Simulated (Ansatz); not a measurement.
**Data sheet: Ag (DFT)**

Ag:
```yaml
crystal:
  lattice:
    - [2.90765, 0.00000, 0.00000]
    - [-1.45383, 2.51810, 0.00000]
    - [0.00000, 0.00000, 9.46323]
  atoms:
    - { symbol: Ag, position: [0.00000, 0.00000, 0.00000] }
    - { symbol: Ag, position: [0.00000, 0.00000, 0.50000] }
    - { symbol: Ag, position: [0.33333, 0.66667, 0.25000] }
    - { symbol: Ag, position: [0.66667, 0.33333, 0.75000] }
```

Space group P6_3/mmc (No. 194), dhcp (α-La type); conventional cell a = b = 2.908 Å, c = 9.463 Å, α = β = 90.00°, γ = 120.00°.

Method: r²SCAN in the plane-wave PAW code Ansatz. Geometry: relaxed at this level of theory. Other levels are named where they apply.

**Cell and energy**

- Volume per atom = 17.32 Å³
- Density = 10.34 g/cm³

**Electronic structure**

- Electronic character: metallic (no gap)
- Density of states at the Fermi level: 0.27 states/eV per atom (mean over ±0.08 eV)
- Gap with spin–orbit coupling: none (metallic)

**Mechanics**

- Bulk modulus (Birch–Murnaghan fit): 102 GPa
- Pressure derivative B′: 5.7
- Elastic constants (relaxed ions, GPa): C11 = 139, C12 = 89.8, C13 = 74.0, C33 = 165, C44 = 26.4
- Mechanical stability: stable (all eigenvalues of C positive)
- Hill bulk and shear moduli: 102 and 28.6 GPa
- Young's modulus: 78.4 GPa
- Poisson's ratio: 0.37
- Debye temperature from the elastic constants: 216 K

**Phonons**

- Highest zone-centre frequency = 4.99 THz
- Zone-centre stability = no imaginary mode at Γ

The first step of the workflow began from a Materials Project structure, measured or hypothetical; the Crystallography Open Database files this formula in space group No. 194, but the cells were not matched. It is not the phase usual at ambient conditions (space group No. 225). The r²SCAN relaxation kept the symmetry of its start. No spin polarisation was allowed. As this level gives no gap, shear constants depend on the k-mesh and smearing (Fermi–Dirac, 0.1 eV here). As this level gives no gap, phonon frequencies hold no LO–TO term and depend on the k-mesh and smearing (Fermi–Dirac, 0.1 eV here). Axis ratios of metals converge slowly with the k-mesh, so a and c are less sure than the volume. On the denser mesh and wider smearing of the elastic run this cell carries a stress of 0.4 GPa. Spin–orbit coupling is left out wherever it is not named.

Potentials: the earlier of the program's two PAW sets.
